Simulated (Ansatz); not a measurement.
The slice is one period of a {100} plane through atoms; its size isn't given.

All values below come from r2SCAN (plane waves to 500 eV, PAW, scalar-relativistic; Ansatz, a program for electronic structure). Inside the PAW spheres the values are not all-electron values, and peaks at nuclei hang on which shells count as valence.

```
|05677776655544333334455566777765|
|66777776655444333334445566777776|
|77777766655444333334445566677777|
|77777766555443333333445556677777|
|77777666554443333333444556667777|
|77766665554443333333444555666677|
|66666655544444333334444455566666|
|66665555444444444444444445555666|
|55555554444444555554444444555555|
|55555444444455566655544444445555|
|55444444444556777776554444444445|
|44444444445567888887655444444444|
|44443334445678899988765444333444|
|33333333455788999998875543333333|
|33333333456789999999876543333333|
|33333333456789999999876543333333|
|33333333456789999999876543333333|
|33333333455788999998875543333333|
|44443334445678899988765444333444|
|44444444445567888887655444444444|
|55444444444556777776554444444445|
|55555444444455566655544444445555|
|55555554444444555554444444555555|
|66665555444444444444444445555666|
|66666655544444333334444455566666|
|77766665554443333333444555666677|
|77777666554443333333444556667777|
|77777766555443333333445556677777|
|77777766655444333334445566677777|
|66777776655444333334445566777776|
|05677776655544333334455566777765|
|00677776655544333334455566777760|
```
Scale: ten equal steps from -3.00 (start of '0') to 1.32 (end of '9'), in the order '0123456789'. Values: log₁₀ of the valence density in e/Å³. The map has 32 points along u (one character each, u = 0 at the left) and 32 along v (v = 0 in the bottom row). The scale is logarithmic, as a density can span decades between atoms and voids; values under 0.001 e/Å³ are set to 0.001.

```
|xxxx@@@@@@%#+:     :+#%@@@@@@xxx|
|xxxx@@@@@@%#+:     :+#%@@@@@@xxx|
|xxx@@@@@@@%*=:     :=*%@@@@@@@xx|
|x@@@@@@@@%#+-.     .-+#%@@@@@@@@|
|@@@@@@@@@%*=.       .=*%@@@@@@@@|
|@@@@@@@@%#=:         :=#%@@@@@@@|
|@@@@@@@%#=:           :=#%@@@@@@|
|@@@@@@%#=:             :=#%@@@@@|
|@@@@%%#=:     .:::.     :=#%%@@@|
|%%%%#*=:    .:=+++=:.    :=*#%%%|
|###*+=:    .-+*****+-.    :=+*##|
|+++=-.    .-**##x##**-.    .-=++|
|::::.     :+*#xxxxx#*+:     .:::|
|         .=*#xxxxxxx#*=.        |
|         :+*#xxxxxxx#*+:        |
|         :+*xxxxxxxxx*+:        |
|         :+*#xxxxxxx#*+:        |
|         .=*#xxxxxxx#*=.        |
|::::.     :+*#xxxxx#*+:     .:::|
|+++=-.    .-**##x##**-.    .-=++|
|###*+=:    .-+*****+-.    :=+*##|
|%%%%#*=:    .:=+++=:.    :=*#%%%|
|@@@@%%#=:     .:::.     :=#%%@@@|
|@@@@@@%#=:             :=#%@@@@@|
|@@@@@@@%#=:           :=#%@@@@@@|
|@@@@@@@@%#=:         :=#%@@@@@@@|
|@@@@@@@@@%*=.       .=*%@@@@@@@@|
|x@@@@@@@@%#+-.     .-+#%@@@@@@@@|
|xxx@@@@@@@%*=:     :=*%@@@@@@@xx|
|xxxx@@@@@@%#+:     :+#%@@@@@@xxx|
|xxxx@@@@@@%#+:     :+#%@@@@@@xxx|
|xxxxx@@@@@%#+:     :+#%@@@@@xxxx|
```
Scale: ten equal steps from 0.01 (start of ' ') to 0.88 (end of '@'), in the order ' .:-=+*#%@'. Values: electron localisation function (ELF). The map has 32 points along u (one character each, u = 0 at the left) and 32 along v (v = 0 in the bottom row). Points within 0.5 Å of a nucleus are blanked (x), as the pseudised field means little there.

**Question.** Which relaxed crystal do these maps come from?
(A) PbTe (rock salt)
(B) KF (rock salt)
(C) NaCl (rock salt)

**Answer.** C, NaCl (rock salt). Atoms on the slice: Na at (0.50, 0.50); Cl at (0.00, 0.00)

All were relaxed with their symmetry unable to fall. Spin-orbit coupling is left out.
